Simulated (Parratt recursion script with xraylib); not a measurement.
# X-ray reflectivity of single films on Al2O3: where the minima fall

Simulated, not measured: specular X-ray reflectivity, Parratt recursion, Névot-Croce roughness, xraylib tables (Parratt recursion script with xraylib 4.3.0).

Photon energy 8.048 keV (λ = 1.5406 Å), s polarisation. The grazing angle θ is scanned from 0.05° to 2° in 900 evenly spaced points, and the curve is smoothed with a Gaussian of 0.004° full width. A minimum is a scan point below both neighbours, placed by a parabola through ln R at the three points.

Each run is one film on Al2O3 (density 3.873 g/cm³, δ = 12.32 × 10⁻⁶, rms roughness 3.7 Å) under vacuum. The film surface has an rms roughness of 5.9 Å in all runs. The refractive index is n = 1 − δ + iβ. The table lists all minima between 0.7 and 1.1°.

| run | film | thickness d (Å) | density (g/cm³) | δ (10⁻⁶) | β (10⁻⁶) | minima at θ (°) |
|---|---|---|---|---|---|---|
| A | W | 600 | 17.245 | 41.21 | 3.551 | 0.734, 0.787, 0.843, 0.902, 0.963, 1.026, 1.089 |
| B | W | 300 | 17.245 | 41.21 | 3.551 | 0.788, 0.903, 1.026 |
| C | W | 600 | 13.412 | ? | ? | ? |

Densities are inputs, not measurements. They were set from computed cells of the Materials Project: W from entry mp-91 (Im-3m, 19.161 g/cm³, taken at 70 and 90 %); Al2O3 from entry mp-1143 (R-3c, 3.873 g/cm³). A layer's crystal structure does not enter its constants, only its composition and density.

Q: How many minima does run C have between 0.7 and 1.1°, and where? Estimate its δ first.

A: Inside a film the fringe order is m = (2d/λ)(sin²θ − 2δ)^½, with the film's own δ. Where the film's δ lies above the substrate's, its two faces reflect with opposite signs, and minima are expected at whole m.

- Run A, δ above the substrate's: the minima give m = 7.04, 8.03, 9.02, 10.02, 11.02, 12.02, 13.01.
- Run B, δ above the substrate's: the minima give m = 4.02, 5.02, 6.01.

At fixed composition δ is proportional to density: 41.21 × 13.412/17.245 = 32.05, in the table's units (the run used 32.05). In run C the film's δ lies above the substrate's, so take whole m. The window runs from m = 7.19 to 13.59 and holds m = 8, 9, 10, 11, 12, 13. Then sin²θ = 2δ + (mλ/2d)² gives θ = 0.746, 0.805, 0.867, 0.930, 0.995, 1.061°.

The run has 6 minima, at 0.748, 0.807, 0.868, 0.931, 0.996, 1.062°. The largest distance from one of them to an estimated minimum is 0.002°, against a mean spacing of 0.063°.
